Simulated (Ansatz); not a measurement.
**Structures of SnPb₂: which is lowest?**

Plane-wave DFT in Ansatz with scalar-relativistic PAW potentials, cutoff 420 eV, Γ-centred meshes chosen by cell and gap, Gaussian smearing with energies taken to zero width. Every cell was relaxed (cell and atoms) in a run of its own, within the symmetry of its start. Functional: PBE.

Relaxed structures (starts from databases or built by putting these elements on another compound's sites):
A. P4_2/mnm, 6 atoms in the computed cell, a = 7.040 Å, c = 4.813 Å; sites (symmetry × multiplicity) Sn m.mm × 2, Pb m.2m × 4; start: built
B. Fd-3m, 6 atoms in the computed cell, a = 9.235 Å; sites (symmetry × multiplicity) Sn -43m × 8, Pb .-3m × 16; start: built
C. I4/mmm, 3 atoms in the computed cell, a = 4.156 Å, c = 10.685 Å; sites (symmetry × multiplicity) Sn 4/mmm × 2, Pb 4mm × 4; start: built

Q: Rank them by energy. Could pressure change the order?

A:
| structure | group | E − E(lowest) (meV/atom) | V (Å³/atom) | gap on mesh (eV) |
| --- | --- | --- | --- | --- |
| C | I4/mmm | 0.0 | 30.76 | 0.00 |
| B | Fd-3m | 176 | 32.82 | 0.00 |
| A | P4_2/mnm | 277 | 39.76 | 0.00 |

C is lowest, 176 meV/atom under B. The lowest is also the densest of these, so pressure wouldn't bring one of the others in at first order. Other structures may lie lower than all of these, and vibrations aren't counted.

Spin-orbit coupling is left out, which matters for the bands of heavy elements. For Tl, Pb and Bi spin-orbit coupling shifts energies too.